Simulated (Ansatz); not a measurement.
One crystal and one scan (energy against volume) at two levels, PBE (plane waves to 420 eV, PAW, scalar-relativistic; Ansatz, a quantum-chemistry and plane-wave program) and r2SCAN (plane waves to 500 eV, PAW, scalar-relativistic; Ansatz), each from its own relaxed cell and on its own mesh.

The crystal is NaI (rock salt); the cell is scaled evenly about its relaxed volume V₀.

The energy includes the smearing's −TS. NaI was relaxed with its symmetry unable to fall. Spin-orbit coupling is left out, though I is heavy. Both scans cover V/V₀ from 0.900 to 1.100.

| quantity | run 1 | run 2 |
|---|---|---|
| Lattice constant a (Å) | 6.529 | 6.460 |
| Band gap of the relaxed cell, no spin-orbit coupling (eV) | 3.58 | 4.45 |
| Pressure at the smallest volume (GPa) | 2.04 | 2.33 |
| Energy cost of the largest compression (meV/atom) | 20.1 | 22.2 |
| Energy cost of the largest expansion (meV/atom) | 13.7 | 14.9 |
| Bulk modulus B₀ (third-order Birch-Murnaghan fit) (GPa) | 15.1 | 17.2 |

### Question
Which run is which level?

### Answer
Run 1 is PBE, run 2 is r2SCAN. PBE gives the higher value for: lattice constant a. PBE gives the lower value for: band gap of the relaxed cell, no spin-orbit coupling; pressure at the smallest volume; energy cost of the largest compression; energy cost of the largest expansion; bulk modulus B₀. For the lattice constant a the reference is 6.409 Å (measured at or taken to low temperature; as given in Klaus Doll, Hermann Stoll, Physical review. B, Condensed matter (1998), arXiv:cond-mat/9801031): r2SCAN lies nearer. For the bulk modulus B₀ the reference is 17.9 GPa (measured at or taken to low temperature; as given in Klaus Doll, Hermann Stoll, Physical review. B, Condensed matter (1998), arXiv:cond-mat/9801031): r2SCAN lies nearer.  Neither level is exact: the differences show how much the result hangs on the functional.

(Under strain, the slope of the energy per volume gives the stress and its curvature an elastic modulus.)
